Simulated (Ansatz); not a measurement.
Values for one crystal, relaxed and computed with r²SCAN in the plane-wave PAW code Ansatz; other levels are named.

- Volume per atom = 11.33 Å³
- Band gap = 4.42 eV (smallest direct gap 4.43 eV)
- Conduction-band minimum = at Γ
- Valence-band maximum = on the Y–Γ line, 90 % of the way from Y (k = 0.000, -0.052, 0.000)
- Electron effective mass = 0.44 mₑ (isotropic)
- Pressure derivative B′ = 3.9
- Hole effective mass = 1.7, 16, 23 mₑ (principal values)

Which compound is it?
A) YSF, P4/nmm (Y on 2c, S on 2c, F on 2a)
B) LaOF, R-3m (La on 6c, O on 6c, F on 6c)
C) ZnF2, Pbcn (Zn on 4c, F on 8d)
D) InF3, R-3c (In on 6b, F on 18e)

C, ZnF2, Pbcn (Zn on 4c, F on 8d)

The workflow started from a Materials Project entry (that database holds measured and hypothetical structures alike); the Crystallography Open Database copy checked does not list it. COD files the formula under space group No. 136, so this cell is another polymorph or a model. Its standing as an ambient phase is unchecked. Symmetry was held in the r²SCAN relaxation; its stability against distortions is not shown here.

Potentials: the later of the program's two PAW sets.
